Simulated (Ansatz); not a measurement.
K2IBr, ordered on the rocksalt lattice (R-3m) with 4 atoms a cell, relaxed with r2SCAN: 4 runs in Ansatz, each a calculation of independent-particle optics. Space group R-3m (No. 166), trigonal; conventional cell a = 4.837 Å, c = 23.760 Å, 40.11 Å³ an atom. Around Br lie 6 K at 3.34 Å; around I lie 6 K at 3.51 Å; around K lie 3 Br at 3.34 Å and 3 I at 3.51 Å. The calculation is spin-unpolarised, and the structure need not be a phase that has been made.

```
CELL_PARAMETERS angstrom
2.41827 1.39619 7.91989
-2.41827 1.39619 7.91989
0.00000 -2.79238 7.91989
ATOMIC_POSITIONS crystal
Br 0.00000 0.00000 0.00000
I 0.50000 0.50000 0.50000
K 0.25590 0.25590 0.25590
K 0.74410 0.74410 0.74410
```

On meshes this coarse, single peaks can be features of the mesh. No local fields, no excitons; the zone sum runs over the cells of the mesh, and ε∞ includes the bands left out of the spectrum. Up to four peaks are listed, those above 15 % of the tallest and inside the complete range; the four can differ from row to row. Rows marked drawn have settings drawn at random (some not listed).

```tsv
functional	k mesh	broadening (eV)	scissors (eV)	range (eV)	settings	direct gap on the mesh before scissors (eV)	ε∞ xx	ε∞ yy	ε∞ zz	complete up to (eV)	tallest peaks of mean ε₂ (eV)
PBE	6×6×6	0.1	0.00	0–18	chosen	3.84	3.05	3.05	3.06	18.0	6.20 6.60 7.50 8.10
r2SCAN	6×6×6	0.1	0.00	0–18	chosen	4.44	2.84	2.84	2.85	18.0	6.70 7.20 7.90 8.80
PBE	6×6×6	0.1	1.01 (to HSE06)	0–18	chosen	3.84	2.82	2.82	2.83	18.0	7.25 7.60 8.50 9.10
PBEsol	4×4×4	0.25	0.60	2–10	drawn	3.69	2.96	2.96	2.97	10.0	7.00 8.60
```

No spin-orbit coupling is included; it can move band edges with weight on the heavy atoms by tenths of an eV.
